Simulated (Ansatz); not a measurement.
HfC (Fm-3m), Ansatz, DFT, LDA, PAW with Ansatz's default frozen-core files, scalar-relativistic.

Command: `ansatz run input.yaml --threads 1 --pin off --max-ram 3072MiB --backend cpu --events-out ev --progress --plain --runs-dir out`

```yaml
crystal:
  lattice:
    - [0.0, 2.325, 2.325]
    - [2.325, 0.0, 2.325]
    - [2.325, 2.325, 0.0]
  atoms:
    - { symbol: Hf, position: [0.5, 0.5, 0.5], spin: 23.0 }
    - { symbol: C, position: [0.0, 0.0, 0.0] }
magnetization:
  spin_polarized: true
  initial_magnetization: 23.0
  spin_locking: { lock_magnetization: hard }
kpoints:
  mp_grid: { grid: [14, 14, 14] }
scf:
  occupations: { method: fermi_dirac, width: 0.03 }
  max_iter: 100
  lower_state_search: "off"
hamiltonian:
  xc: lda
  pseudopotentials: { kind: paw }
output:
  forces: true
  stress: true
  eigenvalues: true
  write_density: true
  write_potential: true
  elf: true
  volumetric_format: npy
```

**Question.** How does this run end?

**Answer.** The run converged. The held moment exceeds what the valence shells can carry, so semicore states are emptied in one spin channel; any energy it gives is meaningless.
```
Warning: output.stress: scf.convergence.dr2_threshold = 1e-7 eV (the SCF's general default) is looser than the 2e-10 eV advised for a printed stress (1e-10 eV for each atom of the cell: 2). What an SCF threshold leaves in a stress goes as its square root, and in the free energy as the threshold itself, and one threshold admits the most on a small cell: of the crystals measured, under no hybrid fun …
Engine: ansatz 0.2.0
Pseudopotentials: kind: paw
Pseudopotential: Hf, paw, valence charge 26, recommended cutoff 420 eV (normal), Hf.paw.azcp
Pseudopotential: C, paw, valence charge 4, recommended cutoff 420 eV (normal), C.paw.azcp
Functional definition: SPW92
  exchange = slater_x
  correlation = pw_c
Crystal: 2 atoms, lattice volume = 25.136 Å³
Basis set: ecut = 420 eV, 531 PW (Γ)
Bands: 32, of which v1, the nominal top of the filled ones, is band 15 counted from 1 (14 counted from 0)
Symmetry: 48 space group operations
Space group: Fm-3m (ITA 225), of the structure as read, at distance tolerance 2.9e-5 Å
Magnetic group: BNS 225.116 (UNI 1618), of the structure as read, at distance tolerance 2.9e-5 Å
k-points: 104 of 2744
Non-local potential: Hf, projectors of the file, l = 0: 3, l = 1: 2, l = 2: 2, l = 3: 3
Non-local potential: C, projectors of the file, l = 0: 2, l = 1: 2, l = 2: 1
PAW form: soft (Blöchl's): semilocal exchange-correlation on the pseudo side does not see the compensation charge
PAW frozen core: Hf, regenerated for the run's functional, and the local potential with it (the file was generated under x = pbe(κ = 0.804, μ = 0.2195149727645171), c = pbe(β = 0.06672455060314922))
PAW frozen core: C, regenerated for the run's functional, and the local potential with it (the file was generated under x = pbe(κ = 0.804, μ = 0.2195149727645171), c = pbe(β = 0.06672455060314922))
PAW one-centre angular grid: Hf, 590 points (default); XC on 64 Gauss nodes
PAW one-centre angular grid: C, 110 points (default); XC on 64 Gauss nodes
Initial density: superposition of atomic densities (chi_scale 0.1, normalization cell, long waves kept (reshape's long-wave potential 0.00 eV rms))
Starting moments: Σ|m| = 23 μB on 1 of 2 sites
Initial wavefunctions: pseudopotential atomic-orbital guess
Functional: x = slater, c = lda
SCF iter   1: F=—  HF=-15494.967935 eV  |F-HF|=—  |Δ(HF+E_count)|=         —  Δρ=1.28e0 (↑1.28e0 ↓2.61e-1)  dr2=2.39e2  dr2_m=1.26e2  M=23.000 μB ∫|m|=23.000 μB  β_m=0.30  ethr=3.10e-3  ⟨swp⟩=7.2  Hψ=31617  notcnv=0
preconditioner: auto → Kerker (q_TF=auto, 2.810 Å⁻¹)  [metal: Δε(μ)=0.008 eV  Ē_g=n/a eV  σ=0.030 eV  W_gap=0.07  n_scr=14 (ndim 8)  ℏωp=25.2 eV  f_vac=0.000  D(μ)=5.43/eV (n_scr^D=112)]
spin=Collinear: Kerker preconditioning applied to the charge; magnetization (m = ρ↑ − ρ↓) channel mixes plain (no charge-response kernel on spin).
SCF iter   2: F=—  HF=-15356.800049 eV  |F-HF|=—  |Δ(HF+E_count)|=    1.38e2  Δρ=8.27e-1 (↑8.27e-1 ↓3.52e-1)  dr2=6.21e1  dr2_m=7.92e1  M=23.000 μB ∫|m|=23.000 μB  β_m=0.47  ethr=3.10e-3  ⟨swp⟩=5.1  Hψ=25862  notcnv=0  defer=411
[...]
SCF iter  17: F=-15331.380143 eV  HF=-15331.380143 eV  |F-HF|=3.64e-12  |Δ(HF+E_count)|=    0.00e0  Δρ=4.59e-9 (↑4.59e-9 ↓3.36e-9)  dr2=3.42e-15  dr2_m=1.55e-15  M=23.000 μB ∫|m|=23.000 μB  β_m=0.99  ethr=1.00e-12  ⟨swp⟩=2.9  Hψ=19092  notcnv=0
iter 18 did not close the SCF: its close was put off for the readings that it lacked (scf_convergence_deferred on its scf_iter line)
SCF iter  18: F=-15331.380143 eV  HF=-15331.380143 eV  |F-HF|=3.64e-12  |Δ(HF+E_count)|=  1.09e-11  Δρ=5.03e-10 (↑2.98e-10 ↓5.03e-10)  dr2=1.88e-17  dr2_m=2.30e-17  M=23.000 μB ∫|m|=23.000 μB  β_m=0.94  ethr=1.00e-12  ⟨swp⟩=2.3  Hψ=17079  notcnv=0
SCF iter  19: F=-15331.380143 eV  HF=-15331.380143 eV  |F-HF|=0.00e0  |Δ(HF+E_count)|=  3.64e-12  Δρ=1.00e-10 (↑6.69e-11 ↓1.00e-10)  dr2=3.62e-18  dr2_m=3.82e-19  M=23.000 μB ∫|m|=23.000 μB  ethr=1.00e-12  ⟨swp⟩=1.7  Hψ=14430  notcnv=0
SCF 1 converged in 19 iterations: F = -15331.380143 eV  dr2 = 3.62e-18
[...]
Free energy (F): -15331.380143 eV
Harris-Foulkes:  -15331.380143 eV  (|F-HF|=0.00e0)
Internal energy: -15331.315754 eV  (E = F + TS)
E sigma→0 (E₀):  -15331.347948 eV
Entropy (-TS):   -0.064389 eV (-32.194 meV/atom)
Fermi energy:    -5.433924 (↑ 40.088782, ↓ -50.956629) eV
--- Per-component energies (eV) ---
  E_band       = -487.539023
  E_kinetic    = 992.550954
  E_local      = -4237.139386  (includes V_loc(G=0)·N_el)
  E_nonlocal   = -1174.450606
  E_hartree    = 1721.218328
  E_xc         = -467.207563
  E_vxc        = -483.758600  (∫ρ·V_xc dr)
  E_paw        = -6905.367101  (= ΣΔE_a)
  E_vpaw       = 972.821944  (= ΣTr[D̂ρ^β])
  E_aug_tail   = 0.000015  (compensation charges beyond the density's cutoff)
  E_ewald      = -5263.440471
  E_core_change = 2.520075  (= ΣΔE_core)
  E_smearing   = -0.064389  (= −TS)
  E_closure    = -0.000000  (closes the sum)
  Σ components = -15331.380143   (vs F -15331.380143, Δ=0.00e0)
--- Forces (eV/Å), atoms counted from 1 ---
  atom   1  Hf    -0.00000000     0.00000000     0.00000000
  atom   2  C     -0.00000000     0.00000000     0.00000000
  max |Σ_I F_I| component: 1.89e-27 eV/Å
--- Stress (GPa, compression-positive) ---
      425.672401      -0.000000       0.000000
       -0.000000     425.672401      -0.000000
        0.000000       0.000000     425.672401
  P = ⅓ Tr σ = 425.6724 GPa (4256.724 kbar)
--- Band table (eV; the first three rows and the last of 208) ---
  k-point 0 ↑: bands = ["-77.3985", "-58.1352", "-58.1352", "-58.1352", "-57.5947", "-57.5947", "-57.5947", "-56.9208", "-39.7539", "-39.7539", "-39.7539", "5.8849", "5.8849", "5.8849", "5.9366", "5.9366", "6.2404", "20.7164", "20.7164", "20.7164", "24.9730", "30.7309", "36.0153", "36.0153", "36.0153", "37.4069", "37.4069", "37.4069", "42.4828", "42.4828", "47.3865", "47.3865"]
  k-point 1 ↑: bands = ["-77.3983", "-58.1343", "-58.1211", "-58.1211", "-57.5845", "-57.5804", "-57.5804", "-56.9079", "-39.7550", "-39.7540", "-39.7540", "5.8818", "5.8876", "5.8876", "5.9416", "5.9416", "6.3566", "20.3058", "20.8261", "20.8261", "25.3543", "30.6876", "34.9044", "35.4143", "35.4143", "37.4936", "37.4936", "38.5342", "42.8123", "42.8123", "47.1713", "47.3153"]
  k-point 2 ↑: bands = ["-77.3976", "-58.1140", "-58.1044", "-58.1044", "-57.5706", "-57.5517", "-57.5517", "-56.8934", "-39.7633", "-39.7538", "-39.7538", "5.8123", "5.8123", "5.8368", "6.0401", "6.0401", "6.7187", "19.3536", "21.1381", "21.1381", "26.1632", "30.3235", "33.9254", "34.1043", "34.1043", "37.6275", "37.6275", "39.9040", "43.4842", "43.4842", "46.6630", "46.8197"]
  k-point 103 ↓: bands = ["-68.0659", "-51.0751", "-50.9750", "-50.9666", "-50.9617", "-50.4650", "-50.4153", "-50.4107", "-30.5175", "-30.5085", "-30.4964", "13.4275", "14.7989", "14.9056", "15.1766", "16.0445", "23.7934", "25.1602", "25.2442", "26.0330", "35.6341", "38.3247", "38.8881", "39.8128", "44.6423", "44.8798", "50.5334", "50.5579", "51.9472", "52.7677", "53.0839", "57.1583"]
```
